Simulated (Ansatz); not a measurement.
PbS:
```
PbS
1.0
    4.21102     0.00000     0.00000
    0.00000     4.27179     0.00000
    0.00000     0.00000    32.00000
Pb S
2 2
Direct
  0.00000   0.99397   0.45490
  0.50000   0.49397   0.54510
  0.00000   0.94904   0.53785
  0.50000   0.44904   0.46215
```
Free-standing layer in the xy plane with vacuum along z and no interaction between images.

Relaxed with r²SCAN+D4. Plane-wave PAW r²SCAN+D4 (Ansatz code) gives a gap of 2.19 eV.

Task: What gap does HSE06 give on the same cell (Ansatz, PAW)?

Result: 2.46 eV, 0.27 eV more. The hybrid was solved on a coarser mesh and at special points; its gap is the smallest among all of these.

| k | v1 r²SCAN+D4 | c1 r²SCAN+D4 | v1 HSE06 | c1 HSE06 |
|---|---|---|---|---|
| Γ | -0.18 | 2.28 | ? | ? |
| X | -0.31 | 2.41 | ? | ? |
| S | -1.46 | 4.45 | -1.58 | 4.87 |
| Y | -0.23 | 2.42 | ? | ? |

Task: Top valence (v1) and lowest conduction level (c1) in eV from each method's valence maximum (which need not be a listed point): supply the withheld HSE06 values.

Result: 
- Y, v1 HSE06: -0.23
- Y, c1 HSE06: 2.69
- X, v1 HSE06: -0.31
- X, c1 HSE06: 2.68
- Γ, v1 HSE06: -0.23
- Γ, c1 HSE06: 2.57

Cost on shared cores: the r²SCAN+D4 run (SCF on a 8×8×1 mesh, then bands and DOS) roughly 12 core-minutes, the HSE06 run (SCF on 6×6×1, then a few points) about 40 core-minutes (a rough figure); the tasks are unlike.

Space group Pmn2_1 (puckered). The layer was cut from a bulk entry of the Materials Project (measured or hypothetical); whether that bulk phase is the ambient one, and whether the layer has been isolated, was not checked. The cell was relaxed with r²SCAN+D4 under the symmetry of its start; whether a distortion lowers the energy is not shown. Scalar-relativistic: spin–orbit coupling is off unless named, which matters more the heavier the elements.

Potentials: the later of the program's two PAW sets.
